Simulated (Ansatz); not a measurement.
The relaxed structure here is a generated cell of TaN: the first start was made by placing the elements on the sites of a structure type, and the end was not matched to a known phase here, so it may be hypothetical. Known forms of TaN include space group No. 225.

One stationary structure of TaN. Space group I4₁/amd (No. 141). Calculation: PBE (plane waves to 420 eV, PAW, scalar-relativistic; Ansatz, an electronic-structure program).

Space group I4₁/amd, origin choice 1 (No. 141); a = b = 3.0297 Å, c = 21.2221 Å, α = β = γ = 90.00°

```tsv
atom	site	symmetry	x	y	z
Ta	8e	2mm.	0.0000	0.0000	0.2988
N	8e	2mm.	0.0000	0.0000	0.1934
```
(The calculation used a cell of 8 atoms; values per cell refer to that cell.)

For TaN, the volume per atom is 12.17 Å³, the band gap comes out as zero (metallic) and the shortest distances is N–Ta 2.15 Å; Ta–Ta 2.98 Å; N–N 3.03 Å. The k-mesh is 18×18×18.

Band energies at high-symmetry points (eV from the Fermi level; labels of this space group; no spin-orbit coupling), from −5 eV up to 0.9 eV:

```csv
point,energies
Γ,-4.63 -4.59 -4.19 -3.60 -3.60 -3.59 -3.59 -3.48 -3.48 -3.44 -3.44 -2.58 -2.56 -2.08 -0.28 -0.28 -0.24 -0.24
X,-4.79 -4.79 -4.27 -4.27 -3.66 -3.66 -3.12 -3.12
P,-4.69 -4.69 -4.36 -4.36 -3.59 -3.59 -3.15 -3.15
N,-0.99
M,-4.62 -4.62 -3.65 -3.65 -3.56 -3.56 -3.49 -3.49 -3.40 -3.40 -2.56 -2.56 -0.57 -0.57 -0.12 -0.12 0.09 0.09
S,-0.99
S0,-0.99
R,-4.77 -4.77 -4.27 -4.27 -3.65 -3.65 -3.11 -3.11
```

No spin polarisation in the result.

The run could not lose the symmetry of its start: the end is stationary, and may be a saddle point rather than a minimum.
